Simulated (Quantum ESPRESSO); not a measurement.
```
CELL_PARAMETERS angstrom
      3.49193     0.00000     0.00000
     -1.74596     3.02410     0.00000
      0.00000     0.00000    16.60000
ATOMIC_POSITIONS crystal
  Mo 0.00000 0.00000 0.00000
  Te 0.66667 0.33333 0.10855
  Te 0.66667 0.33333 0.89145
```

The layer was cut from Materials Project entry mp-602 and relaxed with PBEsol in a cell 16.6 Å high, with the Coulomb interaction truncated along z.

Task: What does norm-conserving PBEsol (Quantum ESPRESSO, 80 Ry, with spin-orbit coupling) give for the electronic structure near the Fermi level?

Result: The PBEsol gap is direct, 1.06 eV at K. The valence-band maximum lies 4.75 eV below the vacuum level.
